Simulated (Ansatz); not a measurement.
MgO:
```xyz
12
Lattice="5.5753 0.0000 0.0000 0.0000 5.5753 0.0000 0.0000 0.0000 5.5753" Properties=species:S:1:pos:R:3 pbc="T T T"
Mg     1.3938     0.0000     2.7876
Mg     4.1815     0.0000     2.7876
Mg     2.7876     4.1815     0.0000
Mg     2.7876     1.3938     0.0000
Mg     0.0000     2.7876     4.1815
Mg     0.0000     2.7876     1.3938
O      1.3938     2.7876     0.0000
O      4.1815     2.7876     0.0000
O      0.0000     4.1815     2.7876
O      0.0000     1.3938     2.7876
O      2.7876     0.0000     4.1815
O      2.7876     0.0000     1.3938
```

Relaxed with r²SCAN.

Which orbitals make up the states near the band edges in plane-wave PAW r²SCAN (Ansatz code)?

Top 1 eV of the valence band: O 2p 98 %. Bottom 1 eV of the conduction band: Mg 3s 65 %, O 2s 20 %, O 2p 7 %, outside the projected shells 8 %. Projections are on Löwdin-orthogonalised atomic valence shells; empty p or d shells of many metals are not among them.

Tabulate the density of states.

States/eV per cell of 12 atoms, in 0.25 eV bins, energy from the valence-band maximum.

| E (eV) | total | O 2p | Mg 3s | O 2s |
|---|---|---|---|---|
| -3.35 | 0.00 | 0.00 | 0.00 | 0.00 |
| -3.10 | 8.40 | 7.32 | 0.92 | 0.04 |
| -2.85 | 5.02 | 4.36 | 0.54 | 0.04 |
| -2.60 | 6.81 | 5.81 | 0.78 | 0.08 |
| -2.35 | 12.16 | 10.36 | 1.49 | 0.08 |
| -2.10 | 11.04 | 9.77 | 0.89 | 0.10 |
| -1.85 | 9.22 | 8.25 | 0.59 | 0.11 |
| -1.60 | 8.50 | 7.82 | 0.33 | 0.08 |
| -1.35 | 11.75 | 11.14 | 0.20 | 0.04 |
| -1.10 | 14.06 | 13.44 | 0.20 | 0.05 |
| -0.85 | 22.37 | 21.74 | 0.12 | 0.01 |
| -0.60 | 23.31 | 22.79 | 0.07 | 0.02 |
| -0.35 | 3.72 | 3.63 | 0.01 | 0.01 |
| -0.10 | 7.64 | 7.52 | 0.01 | 0.01 |
| 0.15 | 0.00 | 0.00 | 0.00 | 0.00 |
| 0.40 | 0.00 | 0.00 | 0.00 | 0.00 |
| 0.65 | 0.00 | 0.00 | 0.00 | 0.00 |
| 0.90 | 0.00 | 0.00 | 0.00 | 0.00 |
| 1.15 | 0.00 | 0.00 | 0.00 | 0.00 |
| 1.40 | 0.00 | 0.00 | 0.00 | 0.00 |
| 1.65 | 0.00 | 0.00 | 0.00 | 0.00 |
| 1.90 | 0.00 | 0.00 | 0.00 | 0.00 |
| 2.15 | 0.00 | 0.00 | 0.00 | 0.00 |
| 2.40 | 0.00 | 0.00 | 0.00 | 0.00 |
| 2.65 | 0.00 | 0.00 | 0.00 | 0.00 |
| 2.90 | 0.00 | 0.00 | 0.00 | 0.00 |
| 3.15 | 0.00 | 0.00 | 0.00 | 0.00 |
| 3.40 | 0.01 | 0.00 | 0.01 | 0.00 |
| 3.65 | 0.16 | 0.01 | 0.11 | 0.03 |
| 3.90 | 0.27 | 0.02 | 0.18 | 0.06 |
| 4.15 | 0.40 | 0.03 | 0.25 | 0.08 |
| 4.40 | 0.52 | 0.05 | 0.32 | 0.09 |
| 4.65 | 0.66 | 0.07 | 0.40 | 0.11 |
| 4.90 | 0.83 | 0.10 | 0.49 | 0.12 |
| 5.15 | 1.03 | 0.13 | 0.59 | 0.14 |
| 5.40 | 1.29 | 0.16 | 0.70 | 0.15 |
| 5.65 | 1.61 | 0.20 | 0.80 | 0.15 |
| 5.90 | 2.28 | 0.26 | 0.97 | 0.16 |
| 6.15 | 5.12 | 0.47 | 1.48 | 0.16 |
| 6.40 | 1.53 | 0.14 | 0.41 | 0.04 |
| 6.65 | 0.41 | 0.03 | 0.11 | 0.01 |
| 6.90 | 0.48 | 0.04 | 0.24 | 0.04 |
| 7.15 | 0.97 | 0.07 | 0.46 | 0.07 |
| 7.40 | 1.87 | 0.14 | 0.84 | 0.12 |
| 7.65 | 3.04 | 0.25 | 1.39 | 0.21 |
| 7.90 | 4.07 | 0.29 | 1.56 | 0.23 |
| 8.15 | 2.81 | 0.16 | 0.84 | 0.12 |

Space group Pm-3n. The first step of the workflow began from a Materials Project structure, measured or hypothetical; the Crystallography Open Database copy checked does not list it. It is not the phase usual at ambient conditions (space group No. 225). Symmetry was held in the r²SCAN relaxation; of distortions, only those at the zone centre were tested.

Potentials: the later of the program's two PAW sets.
